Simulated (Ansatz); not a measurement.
**EuTe₂ (fluorite structure)**

Level of theory: DFT, PBE, scalar-relativistic, collinear spin; plane waves to 420 eV with PAW datasets (Ansatz 0.2.0), 8×8×4 k-mesh, Gaussian smearing of 0.05 eV; PAW files: Ansatz's generated set soft_2.

```yaml
crystal:
  lattice:
    - [0.00000, 3.78089, 3.78089]
    - [3.78089, 0.00000, 3.78089]
    - [7.56178, 7.56178, 0.00000]
  atoms:
    - { symbol: Eu, position: [0.00000, 0.00000, 0.00000] }
    - { symbol: Te, position: [0.25000, 0.25000, 0.12500] }
    - { symbol: Te, position: [0.75000, 0.75000, 0.37500] }
    - { symbol: Eu, position: [0.00000, 0.00000, 0.50000] }
    - { symbol: Te, position: [0.25000, 0.25000, 0.62500] }
    - { symbol: Te, position: [0.75000, 0.75000, 0.87500] }
```

This is a trial structure made by placing the elements on a prototype's sites, so it needn't be the stable form.

Magnetic state: antiferromagnetic, site spin moments Eu 6.64, -6.64; Te -0.08, 0.08 μB.

Cell and atoms are those of this level's equilibrium.

The cell has space group Fm-3m (read at 0.01 Å). In it the stress is 0.02, 0.02, 0.02, -0.03, -0.03, 0.03 GPa and the largest force component 0.005 eV/Å. Each change below starts from this cell, without further relaxation. Stress is in GPa, positive in compression, in the order xx, yy, zz, yz, xz, xy; energies are counted from the cell above and are free energies with the smearing's entropy, which match forces and stress in a metal.

Question: What happens when atom 3 (Te) is moved by 0.02 Å along x?

Answer: The energy changes by 0.5 meV per cell, and the force on it along the shift is -0.0450 eV/Å (−F/u = 2.25 eV/Å²). Stress: 0.02, 0.03, 0.03, 0.02, -0.03, 0.03.
```
atom  Fx (eV/Å)      Fy      Fz
 Eu1      0.009   0.011  -0.011
 Te2      0.015   0.001  -0.001
 Te3     -0.045  -0.006   0.006
 Eu4      0.024  -0.011   0.011
 Te5      0.016   0.009  -0.009
 Te6     -0.019  -0.004   0.004
```

Question: What happens when atom 4 (Eu) is moved by 0.02 Å along y?

Answer: The energy changes by 0.7 meV per cell, and the force on it along the shift is -0.069 eV/Å (−F/u = 3.46 eV/Å²). Stress: 0.03, 0.02, 0.03, -0.03, -0.03, 0.03.
```
atom  Fx (eV/Å)      Fy      Fz
 Eu1      0.000   0.002   0.000
 Te2      0.016   0.014  -0.016
 Te3     -0.017   0.019   0.017
 Eu4      0.000  -0.069   0.000
 Te5     -0.007   0.029   0.007
 Te6      0.007   0.005  -0.007
```

Question: What stress follows from an engineering strain of 1 % in xx, atoms carried along?

Answer: 0.61, -0.76, -0.76, -0.03, -0.03, 0.03 GPa; the energy changes by -4.3 meV per cell.
The stress across the strain changes more than along it (C12 over C11 with clamped atoms), which a stable cubic crystal can't show: the cell is unstable or the mesh too coarse.
The stress changes with the wrong sign for a stable crystal (a clamped-atom constant of about -59 GPa), so the cell is unstable against this strain on this mesh; in a metal a finer mesh can change the sign.

Question: What stress follows from an engineering strain of -1 % in yz, atoms carried along?

Answer: 0.02, 0.03, 0.03, 0.10, -0.03, 0.03 GPa; the energy changes by 0.5 meV per cell.
| atom | Fx (eV/Å) | Fy | Fz |
| --- | --- | --- | --- |
| Eu1 | 0.000 | 0.000 | 0.000 |
| Te2 | 0.036 | 0.004 | -0.004 |
| Te3 | -0.036 | -0.004 | 0.004 |
| Eu4 | 0.000 | 0.000 | 0.000 |
| Te5 | 0.036 | 0.004 | -0.004 |
| Te6 | -0.036 | -0.004 | 0.004 |
The change of the stress over the strain gives a clamped-atom stiffness of about 12.5 GPa for this component.

Without a U the 4f levels of Eu lie too near the Fermi level, so their share of the states there, and what hangs on it, is overstated. These numbers lack spin–orbit coupling. The run wasn't fully tested for a lower electronic state. Site moments are of spin, integrated over atomic spheres. A displaced or strained copy of the relaxed cell lay 0.7 meV/atom lower, so on this mesh the structure isn't a minimum; in a metal a finer mesh can change so small a difference.
